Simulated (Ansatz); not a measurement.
The start is a relaxed W cell, doubled along one cell vector, shaken by Gaussian noise of σ = 0.08 Å a coordinate. The structure is fully relaxed (lattice and positions, P = 0) with r2SCAN (plane waves to 500 eV, PAW, scalar-relativistic; Ansatz, an electronic-structure program). First-step values are on the input's coarse k-mesh.

Ansatz input (later rounds restart from its end on a renewed k-mesh):
Ansatz 0.2 input:
```yaml
crystal:
  lattice:
    - [9.344466549, 0.0000000001, 0]
    - [-2.3361166373, 4.0462727081, 0]
    - [0, 0, 2.5867014486]
  atoms:
    - { symbol: W, position: [-0.0085615395, -0.0040150052, 0.0316492554] }
    - { symbol: W, position: [0.5044402401, 0.00961798, -0.0158218654] }
    - { symbol: W, position: [0.1580630172, 0.6593618243, 0.5054831571] }
    - { symbol: W, position: [0.6575287214, 0.6467422422, 0.4231950855] }
    - { symbol: W, position: [0.3296414181, 0.3646239876, 0.5032632874] }
    - { symbol: W, position: [0.8413977023, 0.3260851352, 0.4707490622] }
basis: { ecutwfc: 500, ecutrho_ratio: 4, xc_grid: 4, fft_grid_basis: typed }
kpoints: { mp_grid: { grid: [4, 8, 12] } }
hamiltonian:
  xc: r2scan
  dispersion: none
  pseudopotentials: { azcp: { folder: ./paw }, kind: paw }
scf: { occupations: { method: fermi_dirac, width: 0.05 } }
relax: { f_tol: 0.01, max_steps: 100, cell: { stress_tol: 0.02 } }
output: { forces: true, stress: true }
```

Initial pressure: +2.0 GPa (positive: the cell is compressed)
Largest initial force: 2.03 eV/Å, on W3 (atoms numbered as listed)
Energy released: 0.62 eV/atom
Relative to the parent: It does not go back: it reaches Im-3m (No. 229), bcc (W type), 0.61 eV/atom below the parent
Shortest distances (start → end): The closest pairs of elements (up to four, under 3.6 Å), start → end: W–W 2.57 → 2.75 Å
Band gap at the end: no gap (metallic)
Optimiser moves: 10

Final values are on a 21×21×21 k-mesh of the relaxed cell. No spin polarisation in the result.

Of the parent cell (P6/mmm (No. 191)): it is a generated cell of W: the first start was made by placing the elements on the sites of a structure type, and the end was not matched to a known phase here, so it may be hypothetical. Known forms of W include space group No. 229.
